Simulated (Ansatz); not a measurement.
B$_{2}$CO:
```
CELL_PARAMETERS angstrom
     -1.85327     1.85327     3.73538
      1.85327    -1.85327     3.73538
      1.85327     1.85327    -3.73538
ATOMIC_POSITIONS crystal
  C  0.00000 0.00000 0.00000
  C  0.75000 0.25000 0.50000
  O  0.50000 0.50000 0.00000
  O  0.25000 0.75000 0.50000
  B  0.37500 0.35387 0.47887
  B  0.87500 0.89613 0.52113
  B  0.64613 0.12500 0.02113
  B  0.10387 0.62500 0.97887
```

Tensor components refer to the Cartesian frame of this cell.

Task: Give the proper piezoelectric stress tensor with relaxed ions from plane-wave PAW r²SCAN (Ansatz code).

Result: In C/m², rows x, y, z, Voigt columns; mesh uncertainty up to 0.00.
```
0.00  0.00  0.00  3.18  0.00  0.00
0.00  0.00  0.00  0.00  3.18  0.00
0.00  0.00  0.00  0.00  0.00  4.19
```

The elastic tensor of the same run (GPa):

```tsv
	1	2	3	4	5	6
1	590	164	129	0.0	0.0	0.0
2	164	590	129	0.0	0.0	0.0
3	129	129	640	0.0	0.0	0.0
4	0.0	0.0	0.0	241	0.0	0.0
5	0.0	0.0	0.0	0.0	241	0.0
6	0.0	0.0	0.0	0.0	0.0	180
```

Task: Convert to strain constants d = e·S.

Result: In pC/N:
```
 0.0   0.0   0.0  13.2   0.0   0.0
 0.0   0.0   0.0   0.0  13.2   0.0
 0.0   0.0   0.0   0.0   0.0  23.3
```

Space group I-42d (chalcopyrite). The start of the workflow was typed in or built on a structure type; neither database checked (COD, Materials Project) lists it. Whether it is the stable phase at ambient conditions was not checked. The r²SCAN relaxation kept the symmetry of its start; whether a distortion lowers the energy is not shown. Signs of piezoelectric constants follow the polarity of the cell as given.

Potentials: the earlier of the program's two PAW sets. The files were generated under PBE; for other functionals the program regenerates the frozen cores, and for LDA and PBEsol the local potential too.
